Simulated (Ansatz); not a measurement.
LiRh: strain energy, fitted

LiRh, P-6m2, a = 2.626 Å, c = 4.326 Å. The structure is a Materials Project entry; whether it is the stable form wasn't checked. Ansatz: PBEsol, PAW, 420 eV, Γ-centred 18×18×10 mesh on 2 atoms, Gaussian smearing 0.10 eV; no spin polarisation. Series: biaxial strain in the a-b plane, c and atoms relaxed; x is the strain in per cent. y is the free energy over the unstrained cell, V0 = 12.914 Å³/atom.

| x (%) | y (meV/atom) |
| --- | --- |
| -6.0 | ? |
| -4.0 | 65.34 |
| -2.0 | 15.08 |
| 0.0 | 0.00 |
| 2.0 | 12.74 |
| 4.0 | 47.17 |
| 6.0 | 98.30 |

Question: Fit y = c2 x² + c3 x³ to the other rows, turn c2 into a modulus, and predict the missing energy.

Answer: Least squares on the rows shown. y = 3.5320 x² − 0.13485 x³. In eV per unit strain² c2 is 35.32; M is the biaxial modulus (E = M V0 ε²): 35.32 × 160.2 / (12.914) = 438 GPa. At x = -6.0 the fit asked for gives 156.28 meV/atom. The run gave 159.83 meV/atom, so the fit is 3.55 meV/atom too low, 2.2 % of the span of the series, against an rms of 0.38 meV/atom on the fitted rows. The row lies outside the fitted range. With a term in x⁴ added, a fit to the same known rows predicts 159.64 meV/atom, so most of the miss is curvature that the known rows already hold.